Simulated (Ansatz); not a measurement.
CuAu:
```cif
data_Au3Cu3
_chemical_formula_sum 'Cu3 Au3'
_space_group_name_H-M_alt 'R-3m :H'
_space_group_IT_number 166
_space_group_name_Hall '-R 3 2"'
_cell_length_a 2.79655
_cell_length_b 2.79655
_cell_length_c 12.46468
_cell_angle_alpha 90.000
_cell_angle_beta 90.000
_cell_angle_gamma 120.000
loop_
_atom_site_label
_atom_site_type_symbol
_atom_site_symmetry_multiplicity
_atom_site_Wyckoff_symbol
_atom_site_fract_x
_atom_site_fract_y
_atom_site_fract_z
_atom_site_occupancy
Cu1 Cu 3 b 0.00000 0.00000 0.50000 1
Au1 Au 3 a 0.00000 0.00000 0.00000 1
```
(The calculation used a cell of 2 atoms; values per cell refer to that cell.)

Relaxed at zero pressure with the program Ansatz at the LDA level (PAW).

### Question
The volume is raised by 9 % and shape and atoms relax at that volume. What pressure results, and how do the axes share the change?

### Answer
-12.4 GPa; a 3.7 %, b 3.7 %, c 1.4 %; the energy rises by 54 meV/atom.

### Question
Give the new structure.

### Answer

Space group R-3m, hexagonal axes (No. 166); a = 2.899 Å, b = 2.899 Å, c = 12.641 Å, α = 90.00°, β = 90.00°, γ = 120.00°

| atom | site | symmetry | x | y | z |
|---|---|---|---|---|---|
| Cu | 3b | -3m | 0.0000 | 0.0000 | 0.5000 |
| Au | 3a | -3m | 0.0000 | 0.0000 | 0.0000 |

The phase is kept; no other phase was compared at this pressure.

The first step of the workflow began from a Materials Project structure, measured or hypothetical; the Crystallography Open Database copy checked does not list it. It is not the phase usual at ambient conditions (space group No. 123). Symmetry was held in the LDA relaxation; whether a distortion lowers the energy is not shown. The run is not spin-polarised. Axis ratios of metals converge slowly with the k-mesh, so a and c are less sure than the volume. Spin–orbit coupling is left out wherever it is not named.

Potentials: the later of the program's two PAW sets.
